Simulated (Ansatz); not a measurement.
Data:

BRh:
```
CELL_PARAMETERS angstrom
      3.35426     0.00000     0.00000
     -1.67713     2.90488     0.00000
      0.00000     0.00000     4.09045
ATOMIC_POSITIONS crystal
  B  0.00000 0.00000 0.00000
  B  0.00000 0.00000 0.50000
  Rh 0.66667 0.33333 0.75000
  Rh 0.33333 0.66667 0.25000
```

This is the PBEsol-relaxed structure. x, y and z are the axes in which the lattice vectors are written.

### Question
All from the program Ansatz at the PBEsol level (PAW), unless another level is named. Give the Young's modulus.

### Answer
308 GPa.

### Question
And the elastic constants (relaxed ions, GPa)?

### Answer
C11 = 468, C12 = 220, C13 = 260, C33 = 331, C44 = 168.

### Question
What about the highest zone-centre frequency?

### Answer
586 cm^-1.

Space group P6_3/mmc (NiAs type). The first step of the workflow began from a Materials Project structure, measured or hypothetical; the Crystallography Open Database copy checked does not list it. Its standing as an ambient phase is unchecked. The cell was relaxed with PBEsol under the symmetry of its start; its stability against distortions is not shown here. The run is not spin-polarised. As this level gives no gap, shear constants depend on the k-mesh and smearing (Fermi–Dirac, 0.1 eV here). As this level gives no gap, phonon frequencies hold no LO–TO term and depend on the k-mesh and smearing (Fermi–Dirac, 0.1 eV here).

Potentials: the later of the program's two PAW sets.
